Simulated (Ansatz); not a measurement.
The relaxed structure here is a generated cell of Co: the first start was made by placing the elements on the sites of a structure type, and the end was not matched to a known phase here, so it may be hypothetical. Known forms of Co include space group No. 194.

A relaxed cell of Co (P6/mmm (No. 191)), relaxed on a k-mesh at least as fine as the one used below. These are PBEsol (plane waves to 420 eV, PAW, scalar-relativistic; Ansatz, a quantum-chemistry and plane-wave program) values and carry that method's errors. Γ-centred k-mesh 5×10×13 on the run's cell (coarser than for final values), Fermi–Dirac smearing 0.05 eV.

```xyz
6
Lattice="7.8042 0.0000 0.0000 -1.9510 3.3793 0.0000 0.0000 0.0000 2.4026" Properties=species:S:1:pos:R:3 pbc="T T T"
Co     0.0000     0.0000     0.0000
Co     3.9021     0.0000     0.0000
Co     0.0000     2.2529     1.2013
Co     3.9021     2.2529     1.2013
Co     1.9510     1.1264     1.2013
Co     5.8531     1.1264     1.2013
```
Spin-polarised start, with parallel moments on Co.

The atoms are displaced by (Å):

| atom | ux | uy | uz |
|---|---|---|---|
| Co1 | 0.059 | 0.011 | 0.150 |
| Co2 | 0.094 | 0.090 | 0.054 |
| Co3 | -0.013 | -0.137 | 0.020 |
| Co4 | 0.009 | 0.058 | -0.138 |
| Co5 | 0.038 | -0.030 | -0.019 |
| Co6 | 0.072 | 0.067 | 0.061 |

**Question.** What forces (eV/Å) and pressure result?

**Answer.** 
| atom | Fx | Fy | Fz |
|---|---|---|---|
| Co1 | -0.07 | -0.35 | -0.94 |
| Co2 | -0.51 | -0.51 | -0.58 |
| Co3 | 1.67 | 2.14 | 0.33 |
| Co4 | 0.24 | -0.23 | 0.48 |
| Co5 | 0.26 | -0.15 | 0.34 |
| Co6 | -1.58 | -0.90 | 0.37 |

Pressure +3.3 GPa.

**Question.** Estimate the energy cost of the displacement in the harmonic approximation and compare with the calculation.

**Answer.** For a harmonic well ΔE = −½ Σ F·u = 0.403 eV a cell, or 67 meV/atom. The calculated energy relative to the undisplaced cell is +0.07 eV/atom, so the harmonic estimate holds well.

Spin state reached: ferromagnetic (net 1.62 μB/atom), from parallel starting moments; other spin orders were not run from this start.

The run that gave the undisplaced cell could not lose the symmetry of its start; a randomly shaken copy of 6 atoms returns to this structure.
